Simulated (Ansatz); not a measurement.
LaCo2 (Fd-3m); parallel moments.

```
La Co
1.0
     0.00000    3.72450    3.72450
     3.72450    0.00000    3.72450
     3.72450    3.72450    0.00000
La Co
2 4
Direct
  0.00000 0.00000 0.00000
  0.25000 0.25000 0.25000
  0.62500 0.62500 0.62500
  0.12500 0.62500 0.62500
  0.62500 0.62500 0.12500
  0.62500 0.12500 0.62500
```

The geometry is a structure as deposited in COD, held fixed and not relaxed.

Functional, mesh and filling: PBEsol, 7×7×7 k mesh, Fermi–Dirac smearing of 0.1 eV. AE-PAW is all-electron PAW in Ansatz 0.2.0 on datasets made for the crystal. Site moments are integrated in spheres about the atoms. Start moments (μB): La1 0.2, La2 0.2, Co3 1, Co4 1, Co5 1, Co6 1.

Iteration by iteration:

```json
{"iteration": "1", "Harris–Foulkes energy less the last (meV)": "-50270.915", "density residual (eV)": "1.8e+03", "M (μB)": "2.4843", "∫|m| (μB)": "2.5932"}
{"iteration": "2", "Harris–Foulkes energy less the last (meV)": "-135820.181", "density residual (eV)": "3.6e+02", "M (μB)": "0.2695", "∫|m| (μB)": "0.2884"}
{"iteration": "3", "Harris–Foulkes energy less the last (meV)": "-7469.957", "density residual (eV)": "4.2e+01", "M (μB)": "1.6119", "∫|m| (μB)": "2.0630"}
{"iteration": "4", "Harris–Foulkes energy less the last (meV)": "-5747.121", "density residual (eV)": "2.4e+01", "M (μB)": "1.6216", "∫|m| (μB)": "2.1448"}
{"iteration": "5", "Harris–Foulkes energy less the last (meV)": "-1630.234", "density residual (eV)": "4.9e+00", "M (μB)": "1.7758", "∫|m| (μB)": "2.3530"}
{"iteration": "6", "Harris–Foulkes energy less the last (meV)": "-1023.856", "density residual (eV)": "4.1e+00", "M (μB)": "1.7511", "∫|m| (μB)": "2.4002"}
{"iteration": "7", "Harris–Foulkes energy less the last (meV)": "-92.541", "density residual (eV)": "3.9e-01", "M (μB)": "1.8812", "∫|m| (μB)": "2.6939"}
{"iteration": "8", "Harris–Foulkes energy less the last (meV)": "-332.318", "density residual (eV)": "1.7e+00", "M (μB)": "1.9932", "∫|m| (μB)": "3.0105"}
{"iteration": "9", "Harris–Foulkes energy less the last (meV)": "46.990", "density residual (eV)": "2.1e-01", "M (μB)": "2.0324", "∫|m| (μB)": "2.9905"}
{"iteration": "10", "Harris–Foulkes energy less the last (meV)": "73.651", "density residual (eV)": "1.5e-02", "M (μB)": "2.0902", "∫|m| (μB)": "3.0980"}
{"iteration": "11", "Harris–Foulkes energy less the last (meV)": "56.748", "density residual (eV)": "4.9e-03", "M (μB)": "2.1453", "∫|m| (μB)": "3.1838"}
{"iteration": "12", "Harris–Foulkes energy less the last (meV)": "46.719", "density residual (eV)": "9.9e-04", "M (μB)": "2.2010", "∫|m| (μB)": "3.2701"}
{"iteration": "13", "Harris–Foulkes energy less the last (meV)": "63.921", "density residual (eV)": "2.4e-04", "M (μB)": "2.2687", "∫|m| (μB)": "3.3857"}
{"iteration": "14", "Harris–Foulkes energy less the last (meV)": "62.728", "density residual (eV)": "5.1e-05", "M (μB)": "2.3246", "∫|m| (μB)": "3.4804"}
{"iteration": "15", "Harris–Foulkes energy less the last (meV)": "58.650", "density residual (eV)": "5.7e-04", "M (μB)": "2.3791", "∫|m| (μB)": "3.5720"}
{"iteration": "16", "Harris–Foulkes energy less the last (meV)": "41.632", "density residual (eV)": "7.6e-05", "M (μB)": "2.4211", "∫|m| (μB)": "3.6407"}
{"iteration": "17", "Harris–Foulkes energy less the last (meV)": "6.374", "density residual (eV)": "8.0e-02", "M (μB)": "2.6116", "∫|m| (μB)": "3.9331"}
{"iteration": "18", "Harris–Foulkes energy less the last (meV)": "7.102", "density residual (eV)": "2.0e-02", "M (μB)": "2.7352", "∫|m| (μB)": "4.1561"}
{"iteration": "19", "Harris–Foulkes energy less the last (meV)": "-21.818", "density residual (eV)": "2.3e-01", "M (μB)": "3.0039", "∫|m| (μB)": "4.6200"}
{"iteration": "20", "Harris–Foulkes energy less the last (meV)": "2.193", "density residual (eV)": "1.2e-04", "M (μB)": "2.8941", "∫|m| (μB)": "4.4668"}
{"iteration": "21", "Harris–Foulkes energy less the last (meV)": "0.666", "density residual (eV)": "3.0e-05", "M (μB)": "3.0923", "∫|m| (μB)": "4.8477"}
{"iteration": "22", "Harris–Foulkes energy less the last (meV)": "0.164", "density residual (eV)": "2.7e-04", "M (μB)": "2.9957", "∫|m| (μB)": "4.6715"}
{"iteration": "23", "Harris–Foulkes energy less the last (meV)": "0.098", "density residual (eV)": "3.8e-06", "M (μB)": "3.0040", "∫|m| (μB)": "4.6940"}
{"iteration": "24", "Harris–Foulkes energy less the last (meV)": "0.010", "density residual (eV)": "8.0e-05", "M (μB)": "3.0248", "∫|m| (μB)": "4.7365"}
{"iteration": "25", "Harris–Foulkes energy less the last (meV)": "0.012", "density residual (eV)": "1.6e-06", "M (μB)": "3.0338", "∫|m| (μB)": "4.7524"}
{"iteration": "26", "Harris–Foulkes energy less the last (meV)": "0.011", "density residual (eV)": "1.5e-05", "M (μB)": "3.0357", "∫|m| (μB)": "4.7550"}
{"iteration": "27", "Harris–Foulkes energy less the last (meV)": "0.012", "density residual (eV)": "1.8e-08", "M (μB)": "3.0355", "∫|m| (μB)": "4.7550"}
{"iteration": "28", "Harris–Foulkes energy less the last (meV)": "0.000", "density residual (eV)": "1.2e-07", "M (μB)": "3.0354", "∫|m| (μB)": "4.7546"}
{"iteration": "29", "Harris–Foulkes energy less the last (meV)": "-0.001", "density residual (eV)": "1.3e-05", "M (μB)": "3.0351", "∫|m| (μB)": "4.7533"}
{"iteration": "30", "Harris–Foulkes energy less the last (meV)": "0.000", "density residual (eV)": "7.1e-08", "M (μB)": "3.0353", "∫|m| (μB)": "4.7545"}
{"iteration": "31", "Harris–Foulkes energy less the last (meV)": "0.000", "density residual (eV)": "8.3e-09", "M (μB)": "3.0355", "∫|m| (μB)": "4.7547"}
```

Site moments (μB): La1 -0.17, La2 -0.17, Co3 0.97, Co4 0.97, Co5 0.97, Co6 0.97. Cell moment 3.04 μB.

The Ansatz runs typed with the search for lower states off end where their start leads. Spin–orbit coupling is left out although heavy atoms are present. None of this fixes the real material's magnetic order: only patterns that fit the cell were computed, at zero temperature, with a functional that can overstate moments.
